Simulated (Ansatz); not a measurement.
Computed with Ansatz 0.2.0, DFT PBE, scalar-relativistic, plane waves, PAW. All cells share a 420 eV cutoff and Γ-centred k meshes spaced at most about 0.3 Å⁻¹ (about 0.25 or finer for metals, 2π included). No spin polarisation in the final relaxations.

The zero of energy is the elements' standard structures at the same level; no fitted shifts are applied. The references include black phosphorus.

A relaxed structure of AlB3P4 has 13.75 Å³/atom, −0.26 eV/atom against the elements, no gap on its mesh:

```cif
data_structure
_symmetry_space_group_name_H-M 'P 1'
_symmetry_Int_Tables_number 1
_cell_length_a 3.3375
_cell_length_b 3.3375
_cell_length_c 11.4061
_cell_angle_alpha 90.000
_cell_angle_beta 90.000
_cell_angle_gamma 120.000
_cell_volume 110.03
loop_
_atom_site_label
_atom_site_type_symbol
_atom_site_fract_x
_atom_site_fract_y
_atom_site_fract_z
_atom_site_occupancy
Al1 Al 0.66667 0.33333 0.75438 1
B1 B 0.66667 0.33333 0.25181 1
B2 B 0.33333 0.66667 0.01988 1
B3 B 0.33333 0.66667 0.48243 1
P1 P 0.66667 0.33333 0.42682 1
P2 P 0.66667 0.33333 0.96375 1
P3 P 0.33333 0.66667 0.19520 1
P4 P 0.33333 0.66667 0.65572 1
```

**Question.** As takes the place of P on the same sites, and the cell is relaxed. What changes?

**Answer.** AlB3As4 has a = 3.522 Å, c = 11.956 Å: 16.06 Å³/atom, +0.04 eV/atom against the elements, no gap on its mesh. The volume per atom changes by +16.7 % and the formation energy by +0.30 eV/atom (from unrounded values). Covalent radii: P 1.07 Å, As 1.19 Å; electronegativities 2.19 and 2.18. The cell follows the size of the atom. Al has 3 As at 2.33 Å and 1 As at 2.49 Å; B on its first site is surrounded by 4 As at 2.11–2.14 Å; around B on its second site lie 4 As at 2.11–2.15 Å; As on its first site has 3 B at 2.15 Å and 1 Al at 2.49 Å; 4 more sites not described.

```cif
data_structure
_symmetry_space_group_name_H-M 'P 1'
_symmetry_Int_Tables_number 1
_cell_length_a 3.5222
_cell_length_b 3.5222
_cell_length_c 11.9560
_cell_angle_alpha 90.000
_cell_angle_beta 90.000
_cell_angle_gamma 120.000
_cell_volume 128.45
loop_
_atom_site_label
_atom_site_type_symbol
_atom_site_fract_x
_atom_site_fract_y
_atom_site_fract_z
_atom_site_occupancy
Al1 Al 0.33333 0.66667 0.00341 1
B1 B 0.33333 0.66667 0.50202 1
B2 B 0.66667 0.33333 0.26858 1
B3 B 0.66667 0.33333 0.73451 1
As1 As 0.33333 0.66667 0.21138 1
As2 As 0.33333 0.66667 0.67823 1
As3 As 0.66667 0.33333 0.44494 1
As4 As 0.66667 0.33333 0.90894 1
```

The two cells were relaxed from separate starts that ended on the same group and sites; neither need be the stable form of its compound. The zero gap of AlB3P4 P3m1, AlB3As4 P3m1 may come from the functional, which often closes small gaps, or the cell may be a true semimetal. The reference forms of As and P are held partly by dispersion forces, which this level lacks. Cells relaxed within their symmetry can be saddle points.
